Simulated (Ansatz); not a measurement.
**Hf2Ga: a fit and a missing row**

Hf2Ga, I4/mcm, a = 6.612 Å, c = 5.246 Å. The structure is a COD entry; whether it is the stable form wasn't checked. Ansatz: PBEsol, PAW, 420 eV, Γ-centred 8×8×8 mesh on 6 atoms, Gaussian smearing 0.10 eV; no spin polarisation. Shape and atoms are relaxed at each volume; pressure is positive in compression.

```tsv
V (Å³/atom)	P (GPa)
16.817	20.56
17.391	14.24
17.964	8.80
18.537	4.09
19.111	0.00
19.684	-3.54
20.257	-6.59
21.022	?
```

Q: Take V0 = 19.111 Å³/atom, fit the third-order Birch–Murnaghan form to the other rows, and predict the missing pressure.

A: With the Eulerian strain f = ½[(V0/V)^(2/3) − 1] and y = P/[3f(1 + 2f)^(5/2)], the form is the line y = B0 + 1.5 B0 (B0′ − 4) f. Rows (f, y): 0.04449, 124.5; 0.03245, 125.0; 0.02106, 125.6; 0.01027, 126.2; -0.00975, 127.1; -0.01904, 127.1. Means f = 0.01325, y = 125.92; Σ(Δf)² = 0.002986, ΣΔfΔy = -0.1306; the slope is their ratio. y = 126.5 − 43.74 f GPa, so B0 = 126.5 GPa and B0′ = 4 + 2 × (-43.74)/(3 × 126.5) = 3.77. At V = 21.022, f = -0.03078, y = 127.85 and P = -10.07 GPa. The run gave -10.02 GPa, so the fit is 0.05 GPa too low, a small miss on the scale of the series. The form still works here, 22 % of the fitted range beyond its end.

Spin–orbit coupling is left out, which can shift energies with elements as heavy as these.